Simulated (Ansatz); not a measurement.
InP:
```
CELL_PARAMETERS angstrom
      0.00000     2.95331     2.95331
      2.95331     0.00000     2.95331
      2.95331     2.95331     0.00000
ATOMIC_POSITIONS crystal
  P  0.75000 0.75000 0.75000
  In 0.00000 0.00000 0.00000
```

The program Ansatz at the r²SCAN level (PAW) gives a gap of 1.03 eV without spin–orbit coupling, maximum at Γ, minimum at Γ.

### Question
What happens when spin–orbit coupling is switched on?

### Answer
The gap falls by 0.03 eV, to 1.00 eV; maximum at Γ, minimum at Γ.

### Question
How large is the spin–orbit splitting of the valence top at Γ?

### Answer
The fourfold level lies 0.09 eV above the split-off pair.

### Question
Give the electron effective mass with spin–orbit coupling.

### Answer
0.074 mₑ (isotropic).

Space group F-43m (zinc blende). The r²SCAN relaxation kept the symmetry of its start.

Potentials: the later of the program's two PAW sets.
